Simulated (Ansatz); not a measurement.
SnO2 in the rutile structure, relaxed with r2SCAN in the plane-wave code Ansatz: the symmetry is P4_2/mnm (No. 136, tetragonal); conventional cell a = 4.761 Å, c = 3.200 Å, 12.09 Å³ an atom. Sn is surrounded by 6 O at 2.06–2.07 Å; O is surrounded by 3 Sn at 2.06–2.07 Å. It was then strained (uniaxial along z, other directions held), atoms relaxed again within the symmetry left. Unstrained, HSE06 gives 2.841 eV (Γ, 4×4×4 mesh), and the band edges keep their places in every row. Stress is positive in compression. Spin-unpolarised throughout; all numbers are computed.

Axes as in this cell:
```xyz
6
Lattice="4.7606 0.0000 0.0000 0.0000 4.7606 0.0000 0.0000 0.0000 3.2001" Properties=species:S:1:pos:R:3 pbc="T T T"
Sn    0.0000    0.0000    0.0000
Sn    2.3803    2.3803    1.6000
O     1.4562    1.4562    0.0000
O     0.9241    3.8364    1.6000
O     3.8364    0.9241    1.6000
O     3.3044    3.3044    0.0000
```

```
strain (%)        ε  ΔE_g, HSE06 (eV)  Δσ_zz, r2SCAN (GPa)  Δ(mean ε∞, r2SCAN)
      -4.0  -0.0400            +0.589               +19.82               -0.22
      -3.0  -0.0300            +0.446               +14.43               -0.17
      -2.0  -0.0200            +0.299                +9.34               -0.12
      +2.0  +0.0200            -0.299                -8.19               +0.14
      +3.0  +0.0300            -0.448               -11.87               +0.22
      +4.0  +0.0400            -0.595               -15.28               +0.31
```

(1) Fit ΔE_g = a x + b x² to these rows by least squares, with x = ε.

(2) Fit the change of σ_zz in the same way.

(3) Predict the withheld row at +1.0 % (x = +0.0100).

(4) Fit the last column too (unstrained value 4.12), and predict it for the withheld row.

Results:

(1) The normal equations take Σx² = 5.800e-03, Σx³ = 0.000e+00, Σx⁴ = 7.060e-06, ΣxΔE = -8.614e-02 and Σx²ΔE = -1.140e-05, and give a = -14.85 eV, b = -1.6 eV; the largest residual is 0.003 eV.

(2) Δσ_zz = -438.6 x + (1420) x² GPa. The slope, 439 GPa, is C₃₃ in these axes.

(3) ΔE_g ≈ -14.85 × (+0.0100) + (-1.6) × (+0.0100)² = -0.149 eV, and Δσ_zz ≈ -4.24 GPa. The runs give -0.150 eV and -4.23 GPa, off by -0.001 eV and +0.01 GPa.

(4) Δ = +6.57 x + (27.9) x², which gives +0.07 at x = +0.0100; the run gives +0.06.

No spin-orbit coupling is included; it can move band edges with weight on the heavy atoms by tenths of an eV.

For a response run the program warns that the ground state's bands aren't all converged, so ε∞ carries an extra error.
